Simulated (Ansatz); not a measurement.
Starting cell, P (black-P type, space group Cmce):

```xyz
4
Lattice="1.6511 -5.3454 0.0000 1.6511 5.3454 0.0000 0.0000 0.0000 4.4667" Properties=species:S:1:pos:R:3 pbc="T T T"
P      1.6511     1.0592     2.6134
P      1.6511    -1.0592     1.8532
P      1.6511    -4.2862     4.0865
P      1.6511     4.2862     0.3801
```

In each cell atom 2 (P, nearest neighbour P at 2.213 Å; its periodic images, 3.3 Å or more away, move with it) moves by s·(0.000, 0.000, 1.000) (along Cartesian z), the rest being held.

Method: r2SCAN+rVV10 (plane waves to 500 eV, PAW, scalar-relativistic; Ansatz, a quantum-chemistry and plane-wave program). k mesh 8×8×6 (Γ-centred), Fermi-Dirac smearing 0.05 eV. The energy includes the smearing's −TS. With partly filled bands, energies and forces of such displacements shift with the k mesh and the smearing. P was relaxed with its symmetry unable to fall. The zero of ΔE is the undisplaced structure.

### Question
Estimate the ΔE (meV/cell) for s (Å) = -0.440, -0.352, -0.264, -0.088, 0.088, 0.264, 0.352, 0.440.

### Answer
```json
[
 {"s (Å)": "-0.440", "ΔE (meV/cell)": "1528"},
 {"s (Å)": "-0.352", "ΔE (meV/cell)": "969"},
 {"s (Å)": "-0.264", "ΔE (meV/cell)": "537"},
 {"s (Å)": "-0.088", "ΔE (meV/cell)": "57"},
 {"s (Å)": "0.088", "ΔE (meV/cell)": "51"},
 {"s (Å)": "0.264", "ΔE (meV/cell)": "414"},
 {"s (Å)": "0.352", "ΔE (meV/cell)": "688"},
 {"s (Å)": "0.440", "ΔE (meV/cell)": "997"}
]
```

(A displaced cell: forces are minus the slopes of the energy, force constants its curvatures, and phonons follow from these.)
